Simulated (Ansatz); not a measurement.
# Slab of rocksalt TePb (100), 4 layers

The slab is cut from the rocksalt crystal, which needn't be the stable phase, as relaxed on PAW files (35.40 Å³/atom), with 16 Å of vacuum and a dipole correction:

```xyz
8
Lattice="4.6437 0.0000 0.0000 0.0000 4.6437 0.0000 0.0000 0.0000 25.8507" Properties=species:S:1:pos:R:3 pbc="T T T"
Pb    0.0000    0.0000    8.0000
Te    2.3218    2.3218    8.0000
Pb    2.3218    2.3218   11.2836
Te    0.0000    0.0000   11.2836
Pb    0.0000    0.0000   14.5671
Te    2.3218    2.3218   14.5671
Pb    2.3218    2.3218   17.8507
Te    0.0000    0.0000   17.8507
```

All numbers are PBE results (scalar-relativistic) from Ansatz 0.2.0, with a Γ-centred 6×6×1 k mesh, Fermi–Dirac smearing of 0.02 eV, no spin polarisation. Methods: LAPW: all electrons, basis error target 1 meV/atom; PAW: frozen-core files, cutoff 420 eV.

The bulk energy comes from a cell in the slab's orientation on a 6×6×4 mesh. The surface energy is (E(slab) − N·E(bulk))/2A at zero smearing, the mean of both faces; thin slabs carry quantum-size effects.

Spin–orbit coupling is left out, which matters for the heavy atoms.

As cut, the LAPW slab lies 0.570 eV above 8 atoms of bulk. What surface energy is that?

Over two faces of 21.56 Å² it is 13.2 meV/Å², and times 16.02 J/m² per eV/Å² that gives γ = 0.212 J/m².

```csv
method,γ as cut (J/m²),γ relaxed (J/m²)
LAPW,0.212,0.137
PAW,0.212,0.137
```

How do the spacings between the planes relax (positions relaxed on PAW files)?

From the bottom face up: d12 -6.0 % of 3.284 Å, d23 +7.5 % of 3.284 Å, d34 -6.0 % of 3.284 Å. The outer plane rumples by 0.276 Å.

Where do the band edges lie?

On the k mesh: gap 1.34 eV, valence top 4.81 eV below the vacuum level.

What changes if the vacuum is set to 9 Å?

LAPW then gives: gap 1.33 eV, valence top 4.81 eV below the vacuum level; PAW: gap 1.34 eV, valence top 4.79 eV below the vacuum level. The program warns that the vacuum is too thin.

A core hole in the 4f shell of Pb is made on one Pb atom of each kind in every 1×1 cell (PAW hole dataset, neutral cell, valence without spin). What does it cost by layer?

layer 1 138.22 eV, layer 2 138.14 eV. Shifts between layers mean more than the absolute values, and a whole layer of holes screens otherwise than one hole.
